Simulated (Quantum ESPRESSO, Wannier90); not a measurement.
# Wannierisation of Na$_{2}$H$_{6}$Pt (Fm-3m)

```xyz
9
Lattice="0.0000 3.6293 3.6293 3.6293 0.0000 3.6293 3.6293 3.6293 0.0000" Properties=species:S:1:pos:R:3 pbc="T T T"
Na    -1.8147    -1.8147    -1.8147
Na     1.8147     1.8147     1.8147
H      0.0000     0.0000    -1.6371
H      0.0000     0.0000     1.6371
H     -1.6371     0.0000     0.0000
H      1.6371     0.0000     0.0000
H      0.0000    -1.6371     0.0000
H      0.0000     1.6371     0.0000
Pt     0.0000     0.0000     0.0000
```

Materials Project entry mp-690785; symmetrised, unrelaxed at this level. Not found in the COD (Crystallography Open Database) copy used; not checked further. Computed values, not measurements, from PBEsol: Quantum ESPRESSO (norm-conserving PseudoDojo potentials, cutoff 71 Ry, no spin polarisation, no spin-orbit coupling) on a Γ-centred 4×4×4 mesh, then Wannier90. Density: 8×8×8 mesh, cold smearing 0.01 Ry. Spin-orbit coupling is left out although heavy elements are present.

Functional, cutoff and mesh named above are those of the base row (1); the first column says what each row takes instead. Model: 23 functions from bands 13-48, start hydrogen-like Na: s;p; H: s; Pt: s;p;d, disentangled but not localised (num_iter = 0), frozen window tied to the conduction edge or Fermi level of each row, as listed, which moves Ω_I and hoppings a little by itself. Energies are relative to the valence-band maximum; the misfit is to pw.x on a path, for states up to 4.4 eV relative to the valence-band maximum. The lattice is scaled uniformly, fractional positions fixed. The disentangled Ω_I can sit in another minimum from row to row.

| scale | frozen to (eV) | Ω_I (Å²) | rms misfit (meV) | gap (eV) | bottom of band 13 (eV) |
|---|---|---|---|---|---|
| 0.96 | 5.09 | 26.30 | 14 | 3.59 | -6.74 |
| 0.98 | 5.01 | 28.05 | 5.2 | 3.51 | -6.43 |
| 1 | 4.92 | 28.84 | 5.7 | 3.42 | -6.14 |
| 1.02 | 4.83 | 29.64 | 4.9 | 3.33 | -5.86 |
| 1.04 | 4.73 | 30.45 | 4.8 | 3.23 | -5.61 |
